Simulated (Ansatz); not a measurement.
WS2:
Space group P6₃/mmc (No. 194); a = b = 3.127 Å, c = 12.158 Å, α = β = 90.00°, γ = 120.00°

```
atom  site  symmetry       x       y       z
----  ----  --------  ------  ------  ------
W       2c      -6m2  0.3333  0.6667  0.2500
S       4f       3m.  0.6667  0.3333  0.1215
```

Relaxed with LDA.

Q: Give the optical modes at the zone centre with their infrared and Raman activity from DFPT, the program Ansatz at the LDA level (PAW).

A: Transverse frequencies, without the LO–TO term; a row sums one degenerate level.

| ω (cm⁻¹) | degeneracy | IR ((D/Å)²/amu) | Raman (Å⁴/amu) | activity |
|---|---|---|---|---|
| 28 | 2 | 0.00 | 2.5 | Raman |
| 44 | 1 | 0.00 | 0 | silent |
| 297 | 2 | 0.00 | 0 | silent |
| 300 | 2 | 0.00 | 3.5 | Raman |
| 358 | 2 | 0.00 | 850 | Raman |
| 358 | 2 | 0.98 | 0 | IR |
| 419 | 1 | 0.00 | 0 | silent |
| 423 | 1 | 0.00 | 1700 | Raman |
| 438 | 1 | 0.35 | 0 | IR |
| 441 | 1 | 0.00 | 0 | silent |

Q: How high does the top mode go among those that the LO–TO term moves?

A: 359 cm⁻¹ for q along x, 359 cm⁻¹ for q along y, 439 cm⁻¹ for q along z.

Space group P6_3/mmc. Symmetry was held in the LDA relaxation; phonons on a q-mesh show no instability. The run is not spin-polarised. A crystal of weakly bound layers computed without a dispersion correction: the cell and the soft elastic constants depend strongly on that. Spin–orbit coupling is left out wherever it is not named.

Potentials: the earlier of the program's two PAW sets.
